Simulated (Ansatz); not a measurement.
Relaxed Na (bcc, W type):

```
Na
1.0
   -4.19680     4.19680     4.19680
    2.09840    -2.09840     2.09840
    2.09840     2.09840    -2.09840
Na
2
Direct
  0.00000   0.00000   0.00000
  0.50000   0.00000   0.00000
```

A phonon eigenvector at N = (0.5, 0.0, 0.0) is frozen into this cell: atom i moves by Q times the vector below, so Q is the largest atomic displacement, in Å. The cell is held. (q is in reciprocal vectors of the primitive cell; the cell shown is doubled to hold the pattern.)

```json
[
 {"atom": "Na1", "x": "0.000", "y": "0.707", "z": "-0.707"},
 {"atom": "Na2", "x": "0.000", "y": "-0.707", "z": "0.707"}
]
```

These are PBE (plane waves to 420 eV, PAW, scalar-relativistic; Ansatz, an electronic-structure program) values and carry that method's errors. k mesh 8×16×16 (Γ-centred), Fermi-Dirac smearing 0.05 eV. E stands for the smeared free energy. With partly filled bands, energies and forces of such displacements shift with the k mesh and the smearing. Na was relaxed with its symmetry unable to fall. The PAW data are Ansatz's earlier set. The zero of ΔE is the undisplaced structure.

| Q (Å) | ΔE (eV/cell) |
|---|---|
| -0.100 | 0.0007 |
| -0.067 | 0.0003 |
| -0.033 | 0.0001 |
| 0.000 | 0.0000 |
| 0.033 | 0.0001 |
| 0.067 | 0.0003 |
| 0.100 | 0.0007 |

### Question
Which DFPT wavenumber at N = (0.5, 0.0, 0.0) belongs to this mode?
A. 28 cm⁻¹
B. 87 cm⁻¹
C. 128 cm⁻¹

### Answer
A, 28 cm⁻¹. The curvature of the scan gives 28 cm⁻¹

(A displaced cell: forces are minus the slopes of the energy, force constants its curvatures, and phonons follow from these.)
